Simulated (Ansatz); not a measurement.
## Strain response of In₂Au

Level of theory: DFT r2SCAN, scalar-relativistic, plane waves, PAW in Ansatz 0.2.0. (500 eV cutoff, 8×8×6 k-mesh, Gaussian smearing of 0.10 eV, no spin polarisation)

Reference structure (relaxed):

```
In Au
1.0
     3.28476    3.28476    0.00000
    -3.28476    3.28476    0.00000
     0.00000    0.00000    6.56952
In Au
4 2
Direct
  0.00000 0.50000 0.75000
  0.50000 0.00000 0.75000
  0.50000 0.00000 0.25000
  0.00000 0.50000 0.25000
  0.00000 0.00000 0.00000
  0.50000 0.50000 0.50000
```

Deformation: biaxial strain in the a-b plane, with the length and tilt of c and the atoms relaxed, all within the symmetry that the strain leaves. Energies are extrapolated to zero smearing. Stress is positive in compression, on the Cartesian axes of the cell above. On this cell's mesh the reference holds a stress of up to 0.10 GPa.

Spin–orbit coupling is left out, which can shift energies with elements as heavy as these.

| strain (%) | ΔE (meV/atom) | a (Å) | b (Å) | c (Å) | σxx (GPa) | σyy (GPa) | σzz (GPa) |
| --- | --- | --- | --- | --- | --- | --- | --- |
| -6.0 | 58.4 | 4.367 | 4.367 | 7.140 | 5.22 | 5.22 | 0.00 |
| -4.0 | 28.8 | 4.460 | 4.460 | 6.877 | 4.36 | 4.36 | 0.01 |
| -2.0 | 7.5 | 4.552 | 4.552 | 6.691 | 2.39 | 2.39 | 0.00 |
| +0.0 | 0.0 | 4.645 | 4.645 | 6.570 | 0.06 | 0.06 | -0.10 |
| +2.0 | 6.0 | 4.738 | 4.738 | 6.444 | -2.00 | -2.00 | -0.01 |
| +4.0 | 22.2 | 4.831 | 4.831 | 6.309 | -3.24 | -3.24 | 0.00 |